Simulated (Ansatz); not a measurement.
Starting cell, LaTiO3 (cubic perovskite):

```
LaTiO3
1.0
    7.74431     0.00000     0.00000
    0.00000     3.87216     0.00000
    0.00000     0.00000     3.87216
La Ti O
2 2 6
Direct
  0.00000   0.00000   0.00000
  0.50000   0.00000   0.00000
  0.25000   0.50000   0.50000
  0.75000   0.50000   0.50000
  0.00000   0.50000   0.50000
  0.50000   0.50000   0.50000
  0.25000   0.00000   0.50000
  0.75000   0.00000   0.50000
  0.25000   0.50000   0.00000
  0.75000   0.50000   0.00000
```

The atoms are displaced by Q × the pattern below (from a DFPT mode at X = (0.5, 0.0, 0.0), largest move 1; Q in Å), at fixed cell. It is one choice among 2 degenerate patterns. (q is in reciprocal vectors of the primitive cell; the cell shown is doubled to hold the pattern.)

```json
[
 {"atom": "Ti3", "x": "0.000", "y": "0.000", "z": "0.668"},
 {"atom": "Ti4", "x": "0.000", "y": "0.000", "z": "-0.668"},
 {"atom": "O7", "x": "0.000", "y": "0.000", "z": "1.000"},
 {"atom": "O8", "x": "0.000", "y": "0.000", "z": "-1.000"},
 {"atom": "O9", "x": "0.000", "y": "0.000", "z": "0.618"},
 {"atom": "O10", "x": "0.000", "y": "0.000", "z": "-0.618"}
]
```

Atoms not listed stay in place.

Calculation: LDA (plane waves to 420 eV, PAW, scalar-relativistic; Ansatz, an electronic-structure program). k mesh 6×12×12 (Γ-centred), Fermi-Dirac smearing 0.05 eV. E stands for the smeared free energy. With partly filled bands, energies and forces of such displacements shift with the k mesh and the smearing. LaTiO3 is run without spin polarisation and with no Hubbard U. LaTiO3 was relaxed with its symmetry unable to fall. This is one of several known forms of LaTiO3; the measured ambient cells at hand have space group No. 62. ΔE is measured from the undisplaced structure.

Q: Predict the ΔE (eV/cell) at Q (Å) = -0.100, -0.083, -0.050, -0.033, -0.017, 0.017, 0.033, 0.050.

A: 
```json
[
 {"Q (Å)": "-0.100", "ΔE (eV/cell)": "0.0361"},
 {"Q (Å)": "-0.083", "ΔE (eV/cell)": "0.0250"},
 {"Q (Å)": "-0.050", "ΔE (eV/cell)": "0.0090"},
 {"Q (Å)": "-0.033", "ΔE (eV/cell)": "0.0040"},
 {"Q (Å)": "-0.017", "ΔE (eV/cell)": "0.0010"},
 {"Q (Å)": "0.017", "ΔE (eV/cell)": "0.0010"},
 {"Q (Å)": "0.033", "ΔE (eV/cell)": "0.0040"},
 {"Q (Å)": "0.050", "ΔE (eV/cell)": "0.0090"}
]
```

(A displaced cell: forces are minus the slopes of the energy, force constants its curvatures, and phonons follow from these.)
